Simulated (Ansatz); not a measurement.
Cd (hcp, Mg type)

```yaml
crystal:
  lattice:
    - [3.01606, 0.00000, 0.00000]
    - [-1.50803, 2.61198, 0.00000]
    - [0.00000, 0.00000, 5.81912]
  atoms:
    - { symbol: Cd, position: [0.33333, 0.66667, 0.75000] }
    - { symbol: Cd, position: [0.66667, 0.33333, 0.25000] }
```

The slice is a (-1 1 0 2) plane (indices of the conventional cell) through the point (0.667, 0.333, 0.250) (fractional), spanned by u = [110] and v = [1 -1 1] in vectors of this cell: u (3.02 Å) and v (7.82 Å, at 90° to u). It covers one period; positions are fractions (u, v).

Method: PBE (plane waves to 420 eV, PAW, scalar-relativistic; Ansatz, a quantum-chemistry and plane-wave program). k mesh 18×18×8. Inside the PAW spheres the values are not all-electron values, and peaks at nuclei hang on which shells count as valence. Cd was relaxed with its symmetry unable to fall. The relaxed volume of Cd is well above the measured one; the method has no dispersion term.

Task: What is the valence density on the shortest Cd–Cd line in this plane (3.02 Å), at its midpoint?

Result: 0.19 e/Å³.

Task: What is the ELF at the midpoint of the shortest Cd–Cd line in this plane (3.02 Å)?

Result: 0.24.

Task: Predict the map of the electron localisation function (ELF) on the slice.

Result: 
```
|xx%+..:..+%x|
|x@*-..:..-*@|
|*+-...:...-+|
|::. ..:.. .:|
|   .......  |
|            |
|            |
|            |
|            |
|..   ...   .|
|--.  ...  .-|
|*+-. .:. .-+|
|#*=: ::: :=*|
|#*=:.:-:.:=*|
|*+-..-=-..-+|
|=-:..-=-..:-|
|....:-=-:...|
|...:::::::..|
|..:::...:::.|
|............|
|.....   ....|
|            |
|            |
|            |
|            |
|   .......  |
|   ..:-:..  |
|::. .:-:. .:|
|*+-..:-:..-+|
|x@*-..:..-*@|
|xx%+..:..+%x|
|xx@+:.:.:+@x|
```
Scale: ten equal steps from 0.14 (start of ' ') to 0.58 (end of '@'), in the order ' .:-=+*#%@'. Values: electron localisation function (ELF). The map has 12 points along u (one character each, u = 0 at the left) and 32 along v (v = 0 in the bottom row). Points within 0.5 Å of a nucleus are blanked (x), as the pseudised field means little there.
